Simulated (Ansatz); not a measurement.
Polymorphs of TiS, each relaxed with plane-wave PAW LDA (Ansatz code):

A: R-3m
a = 3.3646 Å, b = 3.3646 Å, c = 26.1794 Å, α = 90.00°, β = 90.00°, γ = 120.00°

```json
[
 {"atom": "Ti", "site": "3b", "symmetry": "-3m", "x": "0.0000", "y": "0.0000", "z": "0.5000"},
 {"atom": "Ti", "site": "6c", "symmetry": "3m", "x": "0.0000", "y": "0.0000", "z": "0.3820"},
 {"atom": "S", "site": "3a", "symmetry": "-3m", "x": "0.0000", "y": "0.0000", "z": "0.0000"},
 {"atom": "S", "site": "6c", "symmetry": "3m", "x": "0.0000", "y": "0.0000", "z": "0.2233"}
]
```

B: P-6m2
a = b = 3.1951 Å, c = 3.1589 Å, α = β = 90.00°, γ = 120.00°

```tsv
atom	site	symmetry	x	y	z
Ti	1e	-6m2	0.6667	0.3333	0.0000
S	1b	-6m2	0.0000	0.0000	0.5000
```

**Question.** Order them by energy per atom at 0 K (lowest first) at the level LDA.

**Answer.** B (+0 meV/atom), A (+144 meV/atom)

Standing as an ambient phase not checked: A; B. All cells were relaxed under the symmetry of their starts (and spin orders); stability against distortions was not tested throughout. Rows with no word on spin ran without spin polarisation.

Energies hold the estimated change up to a 700 eV cutoff; steps of a few meV lie near the error of the meshes.

Potentials: the later of the program's two PAW sets.
